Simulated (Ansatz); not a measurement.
A distorted cell of LiH (rock salt):

```xyz
2
Lattice="0.0000 1.9784 1.9784 1.9784 0.0000 1.9784 1.9784 1.9784 0.0000" Properties=species:S:1:pos:R:3 pbc="T T T"
H      0.0000     0.0000     0.0000
Li     1.9784     1.9784     1.9784
```

All values below come from r2SCAN (plane waves to 500 eV, PAW, scalar-relativistic; Ansatz, a program for electronic structure). k mesh 14×14×14 (Γ-centred), Fermi-Dirac smearing 0.05 eV. E stands for the smeared free energy. Compression counts positive. LiH was relaxed with its symmetry unable to fall.

### Question
Give the stress tensor in GPa and the pressure.

### Answer
```
   1.41     0.00     0.00
   0.00     1.41     0.00
   0.00     0.00     1.41
```
The pressure, a third of the trace, is 1.41 GPa.

### Question
It is the relaxed cell scaled evenly to V/V₀ = 0.964, atoms relaxed where free. What is its energy relative to the relaxed cell?

### Answer
1.2 meV/atom.

(A scan under strain: stresses follow from slopes of the energy per volume, elastic moduli from its curvatures.)
